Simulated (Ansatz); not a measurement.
BP (zinc blende)

```
BP
1.0
    0.00000     2.27414     2.27414
    2.27414     0.00000     2.27414
    2.27414     2.27414     0.00000
P B
1 1
Direct
  0.75000   0.75000   0.75000
  0.00000   0.00000   0.00000
```

The slice is a {100} plane (indices of the conventional cell) through the point (0.750, 0.750, 0.750) (fractional), spanned by u = [100] and v = [0 1 -1] in vectors of this cell: u (3.22 Å) and v (3.22 Å, at 90° to u). It covers one period; positions are fractions (u, v).

Method: PBE (plane waves to 420 eV, PAW, scalar-relativistic; Ansatz, a quantum-chemistry and plane-wave program). k mesh 12×12×12. These are valence fields of a PAW run, semicore shells included where kept as valence: close to a nucleus they are smooth pseudo fields. BP was relaxed with its symmetry unable to fall. The PAW data are Ansatz's earlier set.

Problem. Sketch the electrostatic potential energy of an electron, from the cell's mean on this plane as a map.

Solution. 
```
|xxxxxxxx00024566666542000xxxxxxx|
|xxxxxxxx00024566666542000xxxxxxx|
|xxxxxxxx00035667776653000xxxxxxx|
|xxxxxxx0002456777776542000xxxxxx|
|xxxxxxx0003567777777653000xxxxxx|
|xxxxxx000245678888876542000xxxxx|
|xxxx0000135678888888765310000xxx|
|00000001356788888888876531000000|
|00000023567888999998887653200000|
|00002345678889999999888765432000|
|22234556788899999999988876554322|
|44455667888999999999998887665544|
|55566778889999999999999888776655|
|66667788899999999999999988877666|
|66677788899999999999999988877766|
|66677788899999999999999988877766|
|66677788899999999999999988877766|
|66667788899999999999999988877666|
|55566778889999999999999888776655|
|44455667888999999999998887665544|
|22234556788899999999988876554322|
|00002345678889999999888765432000|
|00000023567888999998887653200000|
|00000001356788888888876531000000|
|xxxx0000135678888888765310000xxx|
|xxxxxx000245678888876542000xxxxx|
|xxxxxxx0003567777777653000xxxxxx|
|xxxxxxx0002456777776542000xxxxxx|
|xxxxxxxx00035667776653000xxxxxxx|
|xxxxxxxx00024566666542000xxxxxxx|
|xxxxxxxx00024566666542000xxxxxxx|
|xxxxxxxx00024566666542000xxxxxxx|
```
Scale: ten equal steps from 1.00 (start of '0') to 9.83 (end of '9'), in the order '0123456789'. Values: electrostatic potential energy of an electron, from the cell's mean, in eV. The map has 32 points along u (one character each, u = 0 at the left) and 32 along v (v = 0 in the bottom row). Points within 0.8 Å of a nucleus are blanked (x), as the pseudised field means little there. Values under 1 eV are set to 1. The zero, the cell's mean, hangs on the PAW cores.
